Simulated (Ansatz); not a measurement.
Field gradients of Sr4Nb3PO14 from run to run

Cell of run 1: a computed structure from the Materials Project (it need not be an observed phase), taken as it stands.

```
Sr Nb P O
1.0
     4.04962    0.00000    0.00000
     0.04336    5.73701    0.00000
     2.00826    0.88199   13.37119
Sr Nb P O
4 3 1 14
Direct
  0.29944 0.05106 0.40335
  0.70974 0.55303 0.58210
  0.47998 0.47101 0.09861
  0.54293 0.95509 0.92070
  0.84324 0.52506 0.31688
  0.16342 0.00424 0.67549
  0.06632 0.44225 0.87226
  0.01086 0.01069 0.13852
  0.38978 0.98449 0.12496
  0.55028 0.40463 0.89772
  0.88353 0.75394 0.17850
  0.08776 0.11891 0.82417
  0.80566 0.77880 0.39345
  0.19896 0.28686 0.60149
  0.21793 0.81293 0.56382
  0.78439 0.30138 0.42493
  0.94329 0.12089 0.03438
  0.00734 0.63818 0.98222
  0.89294 0.19795 0.21648
  0.11918 0.64497 0.76194
  0.35053 0.49213 0.29358
  0.65259 0.97176 0.69443
```

Sites (sets of like atoms) are named by element and the number of their first atom in this list.

Relaxed positions (PBE, cell held):

```
CELL_PARAMETERS angstrom
4.04962 0.00000 0.00000
0.04336 5.73701 0.00000
2.00826 0.88199 13.37119
ATOMIC_POSITIONS crystal
Sr 0.29368 0.07979 0.41960
Sr 0.71214 0.53433 0.59193
Sr 0.48189 0.46692 0.10258
Sr 0.53716 0.93389 0.91894
Nb 0.85897 0.56675 0.31735
Nb 0.18987 0.97821 0.67866
Nb 0.05582 0.41676 0.87601
P 0.00673 0.02929 0.13246
O 0.38580 0.00669 0.12009
O 0.54663 0.38050 0.89487
O 0.87506 0.77946 0.17917
O 0.08452 0.09954 0.82043
O 0.81282 0.81661 0.39202
O 0.20581 0.25600 0.60120
O 0.21731 0.78880 0.56820
O 0.78602 0.33714 0.42242
O 0.94120 0.10802 0.02353
O 0.00903 0.61518 0.98255
O 0.89360 0.23606 0.20108
O 0.10949 0.62129 0.76659
O 0.34569 0.52690 0.29477
O 0.65085 0.94214 0.69550
```

All runs are DFT with Ansatz 0.2.0 (plane waves and PAW, scalar-relativistic unless spin–orbit coupling is named, Γ-centred meshes, Fermi–Dirac smearing where given) in this cell.

Run 1: PBE, atoms as given; 420 eV, 6×4×2 k-points, smearing 0.02 eV.
Run 2: PBE, atoms relaxed; 420 eV, 6×4×2 k-points, smearing 0.02 eV.
Run 3: r2SCAN, at the relaxed atoms; 500 eV, 6×4×2 k-points, smearing 0.02 eV.

| run | Sr1 V_zz (η) | Sr3 V_zz (η) | Nb5 V_zz (η) | Nb6 V_zz (η) | O17 V_zz (η) |
| --- | --- | --- | --- | --- | --- |
| 1 | 8.41 (0.43) | -3.33 (0.47) | 5.87 (0.86) | -4.16 (0.43) | 10.49 (0.26) |

The results of the other runs, out of order. V_zz in 10²¹ V/m²; 5 of the 22 sets of like atoms are followed.

```tsv
result	Sr1 V_zz (η)	Sr3 V_zz (η)	Nb5 V_zz (η)	Nb6 V_zz (η)	O17 V_zz (η)
A	7.97 (0.44)	1.53 (0.54)	9.48 (0.85)	-8.76 (0.43)	10.63 (0.26)
B	8.34 (0.45)	1.67 (0.59)	9.85 (0.78)	-8.92 (0.45)	10.93 (0.28)
```

(1) Which result belongs to which run?

## Answers

(1) A is run 2, B is run 3. Taken one at a time, the positions of the atoms (as given or relaxed) move the tensors on these sites by up to 4.62 (largest principal value of the change, on Nb6), the functional (r2SCAN with its higher cutoff) by 0.53 (Nb5). On some sites the largest principal value moves to another axis from run to run, and the sign of V_zz can flip with it.

Without spin–orbit coupling (the program notes it for Nb and Sr) the gradients are little affected as a rule: paired runs on crystals with a gap mostly move them by under 2 % at such atoms. In runs 1, 3 the atoms aren't at the calculated equilibrium (largest force 0.72, 0.65 eV/Å).
